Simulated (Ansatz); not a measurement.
A distorted cell of AlN (zinc blende):

```
AlN
1.0
    0.00000     4.40321     4.40321
    2.20161     2.20161     4.40321
    2.20161     2.20161     0.00000
N Al
2 2
Direct
  0.00000   0.79088   0.70912
  0.50000   0.70912   0.79088
  0.00000   0.00000   0.00000
  0.50000   0.00000   0.00000
```

Calculation: PBE (plane waves to 420 eV, PAW, scalar-relativistic; Ansatz, a quantum-chemistry and plane-wave program). k mesh 13×13×13 (Γ-centred), Fermi-Dirac smearing 0.05 eV. Compression counts positive. AlN was relaxed with its symmetry unable to fall.

**Question.** What forces act on the atoms (eV/Å, Cartesian)?

**Answer.** 
```
atom     Fx     Fy      Fz
----  -----  -----  ------
N1    0.000  0.000  -4.382
N2    0.000  0.000   4.382
Al3   0.000  0.000   0.000
Al4   0.000  0.000   0.000
```

**Question.** What is the stress tensor (GPa)?

**Answer.** 
```
   8.12     0.00     0.00
   0.00     8.12     0.00
   0.00     0.00    -1.69
```
The pressure, a third of the trace, is 4.85 GPa.

(For displaced atoms, the force is minus the slope of the energy, and its curvature is a force constant, which sets phonon frequencies.)
